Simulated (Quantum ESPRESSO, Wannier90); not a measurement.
## Tight-binding from DFT: TlCl (CsCl type)

```
TlCl
1.0
    3.83747     0.00000     0.00000
    0.00000     3.83747     0.00000
    0.00000     0.00000     3.83747
Tl Cl
1 1
Direct
  0.00000   0.00000   0.00000
  0.50000   0.50000   0.50000
```

Structure: Materials Project mp-23167, symmetrised, not relaxed again. COD (Crystallography Open Database) has an entry of this formula and space group (matched by these alone). Computed values, not measurements, from LDA: Quantum ESPRESSO (norm-conserving PseudoDojo potentials, cutoff 50 Ry, no spin polarisation, no spin-orbit coupling) on a Γ-centred 8×8×8 mesh, then Wannier90. Density: 8×8×8 mesh, cold smearing 0.01 Ry. Spin-orbit coupling is left out although heavy elements are present.

Valence charges of the files: Tl 13, Cl 7. 20 bands were computed.

Isolated groups of bands, relative to the valence-band maximum (bands from 11 on overlap up to the last one computed):

| bands | from (eV) | to (eV) | filling | weight on atomic waves |
|---|---|---|---|---|
| 1 | -13.66 | -13.09 | filled | Cl 3s 90 %, Tl 6p 8 % |
| 2–6 | -9.86 | -9.53 | filled | Tl 5d 99 % |
| 7–10 | -5.55 | 0.00 | filled | Cl 3p 67 %, Tl 6s 23 %, Tl 6p 9 % |

Wanted is a model with the orbitals Tl s p, Cl s p, without the filled groups that are mainly made of other shells (semicore states, and anion s where it isn't named); all higher bands stay in for disentanglement.

Q: Give num_wann, exclude_bands and num_bands, and the number of electrons that the model holds.

A: Electrons: 1×13 + 1×7 = 20, which fill 10 bands.
num_wann = 1×4 + 1×4 = 8.
exclude_bands = 2-6, 5 bands, so num_bands = 20 − 5 = 15.
The model holds 20 − 2×5 = 10 electrons. With the window frozen to 3.38 eV it follows pw.x to 2.9 meV rms (states up to 2.9 eV relative to the valence-band maximum).
